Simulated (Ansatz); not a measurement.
Given:

GaNi₃C:
```
CELL_PARAMETERS angstrom
      3.73338     0.00000     0.00000
      0.00000     3.73338     0.00000
      0.00000     0.00000     3.73338
ATOMIC_POSITIONS crystal
  Ga 0.00000 0.00000 0.00000
  C  0.50000 0.50000 0.50000
  Ni 0.00000 0.50000 0.50000
  Ni 0.50000 0.50000 0.00000
  Ni 0.50000 0.00000 0.50000
```

This is the PBEsol-relaxed structure.

**Question.** All from plane-wave PAW PBEsol (Ansatz code), unless another level is named. Give the bulk modulus (Birch–Murnaghan fit).

**Answer.** 222 GPa.

**Question.** And the highest zone-centre frequency?

**Answer.** 80.2 meV.

**Question.** Next, the elastic constants (relaxed ions, GPa)?

**Answer.** C11 = 398, C12 = 133, C44 = 46.0.

Space group Pm-3m (anti-perovskite). A made-up cell: these elements were put on the sites of a structure type; the Crystallography Open Database copy checked does not list it. Its standing as an ambient phase is unchecked. The cell was relaxed with PBEsol under the symmetry of its start; its stability against distortions is not shown here. The workflow began spin-polarised and lost its moments. As this level gives no gap, shear constants depend on the k-mesh and smearing (Fermi–Dirac, 0.1 eV here).

Potentials: the later of the program's two PAW sets.
